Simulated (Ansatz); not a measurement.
Cell and atoms are relaxed with the symmetry kept. Start:

```yaml
crystal:
  lattice:
    - [3.92668, 0.00000, 0.00000]
    - [0.00000, 3.92668, 0.00000]
    - [0.00000, 0.00000, 3.92668]
  atoms:
    - { symbol: Mn, position: [0.00000, 0.00000, 0.00000] }
    - { symbol: Pt, position: [0.00000, 0.50000, 0.50000] }
    - { symbol: Pt, position: [0.50000, 0.00000, 0.50000] }
    - { symbol: Pt, position: [0.50000, 0.50000, 0.00000] }
```

Level of theory: DFT PBEsol, scalar-relativistic, plane waves, PAW in Ansatz 0.2.0.

Cutoff 420 eV; k points 12×12×12 on the computed 4-atom cell (Γ-centred); Gaussian smearing, width 0.10 eV; collinear spin from starting moments 4.18 0.16 0.16 0.16 μB.

Problem. What does it relax to?

Solution. The volume goes down by 0.61 Å³/atom to 14.52 Å³/atom, and the energy falls by 18.6 meV/atom. The cell ends with a moment of 4.18 μB (only this magnetic start was tried). Final structure:
```
Mn Pt
1.0
     3.87310    0.00000    0.00000
     0.00000    3.87310    0.00000
     0.00000    0.00000    3.87310
Mn Pt
1 3
Direct
  0.00000 0.00000 0.00000
  0.00000 0.50000 0.50000
  0.50000 0.00000 0.50000
  0.50000 0.50000 0.00000
```

Spin-orbit coupling is left out, which matters for the bands of heavy elements. Only parallel moments were tried here.

Cost: 1 run of about 3.6 core-minutes, on Arm Neoverse V1 (shared hosts).